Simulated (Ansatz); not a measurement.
Here is the system:

CuI:
```yaml
crystal:
  lattice:
    - [4.25884, 0.00000, 0.00000]
    - [0.00000, 8.51776, 0.00000]
    - [-4.25880, 0.00000, 6.02255]
  atoms:
    - { symbol: Cu, position: [0.73154, 0.62504, 0.26818] }
    - { symbol: Cu, position: [0.73154, 0.37496, 0.76818] }
    - { symbol: Cu, position: [0.73201, 0.12499, 0.26828] }
    - { symbol: Cu, position: [0.73201, 0.87501, 0.76828] }
    - { symbol: I, position: [0.98161, 0.62498, 0.01820] }
    - { symbol: I, position: [0.98161, 0.37502, 0.51820] }
    - { symbol: I, position: [0.98194, 0.12501, 0.01825] }
    - { symbol: I, position: [0.98194, 0.87499, 0.51825] }
```

This is the r²SCAN-relaxed structure.

Task: All from DFT-r²SCAN in the program Ansatz with PAW potentials, unless another level is named. Give the HSE06 gap on the r²SCAN cell.

Result: 2.67 eV.

Task: Predict the gap with spin–orbit coupling.

Result: 1.52 eV.

Task: Give the weight of the conduction-edge state by species (Voronoi cells).

Result: Cu 65 %, I 35 %.

Task: Predict the valence-band maximum.

Result: at Γ.

Space group F-43m (zinc blende). The cell was relaxed with r²SCAN under the symmetry of its start. No spin polarisation was allowed. Point labels and valley counts follow the cell and symmetry of the run, lower than the named group. Scalar-relativistic: spin–orbit coupling is off unless named, which matters more the heavier the elements.

Potentials: the later of the program's two PAW sets.
